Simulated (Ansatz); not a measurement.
PbS (rock salt), relaxed with r²SCAN (Ansatz, an electronic-structure program, plane waves, PAW): a = b = c = 5.9746 Å, α = β = γ = 90.00°.

- gap (eV) = 0.70
- ΔH_f (eV/atom) = -0.66
- B₀ by P(V) fit (GPa) = 57.7
- electron conductivity mass (mₑ) = 0.17

**Question.** The same phase is relaxed and computed with PBE in the same code. What are the cell and these values now?

**Answer.** a = b = c = 6.0090 Å, α = β = γ = 90.00°.

- gap (eV) = 0.50
- ΔH_f (eV/atom) = -0.55
- B₀ by P(V) fit (GPa) = 52.8
- electron conductivity mass (mₑ) = 0.16

All cells were relaxed under the symmetry of their starts (and spin orders); stability against distortions was not tested throughout. Spin–orbit coupling is left out wherever it is not named.

Potentials: the earlier of the program's two PAW sets.

Ansatz is a plane-wave DFT program.

Formation energies count from the lowest solids of the elements computed at the same level, not from gases.
